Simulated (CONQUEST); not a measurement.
Worked example: self-consistent single point of InSn2Te3 (P-3m1, 12 atoms in the cell; from Materials Project mp-1223682, lattice scaled a little) in CONQUEST.

All values come from this method and carry its errors: PBEsol, numerical atomic orbitals double-zeta with polarisation (the shipped basis), PseudoDojo norm-conserving potentials made for PBEsol (CONQUEST).

```xyz
12
Lattice="4.4816 0.0000 0.0000 0.0000 7.7623 0.0000 0.0000 0.0000 11.0554" Properties=species:S:1:pos:R:3 pbc="T T T"
In     0.0000     0.0000     0.0000
In     2.2408     3.8811     0.0000
Sn     0.0000     2.5874     7.3924
Sn     2.2408     1.2937     3.6630
Sn     2.2408     6.4686     7.3924
Sn     0.0000     5.1749     3.6630
Te     0.0000     2.5874     1.8325
Te     2.2408     1.2937     9.2228
Te     0.0000     0.0000     5.5277
Te     2.2408     6.4686     1.8325
Te     0.0000     5.1749     9.2228
Te     2.2408     3.8811     5.5277
```

Reference input (self-consistent single point, DFT, PBEsol, numerical atomic orbitals double-zeta with polarisation (the shipped basis), PseudoDojo norm-conserving potentials made for PBEsol): basis = DZP; Diag.MPMeshX, Y, Z = 3 2 2; potentials = PseudoDojo norm-conserving PBEsol; Grid.GridCutoff = 175 Ha; DM.SolutionMethod = diagon; Diag.MPShiftX = 0.16666667; Diag.kT = 0.003675 Ha; minE.SCTolerance = 1.0e-06; SC.MaxIters = 100; SC.LinearMixingFactor = 0.3; SC.KerkerPreCondition = true; SC.KerkerFactor = 0.3 1/bohr. This run's input differs from it in these lines:

```diff
@@ -19,6 +19,6 @@
 Diag.MPMesh                    T
-Diag.MPMeshX                   3
-Diag.MPMeshY                   2
+Diag.MPMeshX                   4
+Diag.MPMeshY                   3
 Diag.MPMeshZ                   2
-Diag.MPShiftX                  0.16666667
+Diag.MPShiftY                  0.16666667
 Diag.kT                        0.003675
```

Output (repeated stretches shortened):

```
    new_SC_potl: Starting.  Tolerance:  0.10000E-05

    PulayMixSC: Starting Pulay mixing, A_up =  0.300 A_dn =  0.300
    PulayMixSC: Spin non-polarised calculation.
    PulayMixSC: with Kerker preconditioning, q0 =  0.300
          Harris-Foulkes Energy            :     -1075.206145759523679 Ha
          GroundState Energy (E-(1/2)TS)   :     -1075.208371962369938 Ha
          Free Energy (E-TS)               :     -1075.210598165215970 Ha
          DFT Total Energy                 :     -1075.141847224980893 Ha
          Total number of electrons        :       177.999999999987864
   [... lines left out ...]
          Total number of electrons        :       178.000241914664372
    PulayMixSC: Pulay iteration    11 residual:              0.10545E-05
          Harris-Foulkes Energy            :     -1075.171639686773688 Ha
          GroundState Energy (E-(1/2)TS)   :     -1075.174044166762314 Ha
          Free Energy (E-TS)               :     -1075.176448646750941 Ha
          DFT Total Energy                 :     -1075.171638755482945 Ha
          Total number of electrons        :       178.000246945818105
    PulayMixSC: Pulay iteration    12 residual:              0.65702E-06
    PulayMixSC: Reached SCF tolerance of  0.65702E-06 after     12 iterations
      | Number of electrons      =       178.000247
      |* band energy as 2Tr[K.H] =      -162.297509273829348 Ha
      |  screened ion-ion energy =      -806.464174474323613 Ha
      |  Ha correction           =         3.602813149369838 Ha
      |  XC correction           =      -110.012813521605565 Ha
      | GS Energy as E-(1/2)TS   =     -1075.174044166762314 Ha
      | Free Energy as E-TS      =     -1075.176448646750941 Ha
      |* Harris-Foulkes energy   =     -1075.171639686773688 Ha
      |* DFT total energy        =     -1075.171638755482945 Ha
      |  estimated accuracy      =        -0.000000931290742 Ha

    force: Forces on atoms (Ha/A )
    force:  Atom   X              Y              Z
   [... lines left out ...]
    force: Maximum force :        0.00134069(Ha/A ) on atom         3 in y direction
   [... lines left out ...]
    force: Force Residual:        0.00115970 Ha/A
    force: Total stress:          1.57976302     0.00000001     0.00000001 GPa
                             0.00000001     1.80456800    -0.02868414
                             0.00000001    -0.02868411     1.95941959
    force: Average pressure:     -1.78125020 GPa

    force: Finished force
    get_E_and_F: Change in energy during last step of electronic optimisation: -0.49802E-06
```

The run converged in 12 iterations. CONQUEST prints the stress tensor with tension positive. Against the reference run the free energy stays essentially unchanged (within 1 meV/atom) and the pressure goes from -1.67 to -1.78 GPa.

The program uses no crystal symmetry, so grid and mesh can part values that symmetry would make equal. The atom-centred basis is finite, which shifts total energies and pressures against plane waves. This run is one point of a test of settings, so its values need not be converged; read them against the reference run alone. The structure comes from a collection of computed structures, made at another level of theory; the collection holds predicted forms beside known ones. Its lattice was then scaled. No clean gap shows at this smearing width and mesh (spacing up to 0.35 Å⁻¹); the mesh is coarse for partly filled bands, so the values carry mesh errors.

Cost on one core: roughly 5 core-minutes.
